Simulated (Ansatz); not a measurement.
BeS:
```
CELL_PARAMETERS angstrom
      0.00000     2.29478     2.29478
      2.29478     0.00000     2.29478
      2.29478     2.29478     0.00000
ATOMIC_POSITIONS crystal
  S  0.00000 0.00000 0.00000
  Be 0.50000 0.50000 0.50000
```

Relaxed with PBEsol. Special points in fractions of this cell's reciprocal vectors: Γ (0.000, 0.000, 0.000); X (0.500, 0.000, 0.500); U (0.625, 0.250, 0.625); K (0.375, 0.375, 0.750); L (0.500, 0.500, 0.500); W (0.500, 0.250, 0.750).

Task: List the band energies nearest the valence-band maximum at these points for PBEsol in the plane-wave PAW code Ansatz.

Result: In eV from the valence-band maximum; about four levels below and three above (degenerate sets whole), none deeper than 8.9 eV; points with the same levels are listed once.

```json
[
 {"k": "Γ", "below": "-0.32 -0.32 -0.32", "above": "5.54 8.60 8.60 8.60"},
 {"k": "X", "below": "-7.09 -3.33 -3.33", "above": "0.94 4.02 12.00 12.00"},
 {"k": "U", "below": "-6.37 -5.38 -2.62", "above": "2.18 7.37 8.15"},
 {"k": "L", "below": "-7.50 -0.55 -0.55", "above": "3.81 3.81 4.05"},
 {"k": "W", "below": "-5.69 -5.69 -4.11", "above": "4.99 5.50 9.15 9.15"}
]
```

Space group Fm-3m (rock salt). The start of the workflow was typed in or built on a structure type; neither database checked (COD, Materials Project) lists it. COD files the formula under space group No. 216. Its standing as an ambient phase is unchecked. Symmetry was held in the PBEsol relaxation. At this level the phase is dynamically unstable (imaginary phonons).

Potentials: the earlier of the program's two PAW sets. The files were generated under PBE; for other functionals the program regenerates the frozen cores, and for LDA and PBEsol the local potential too.
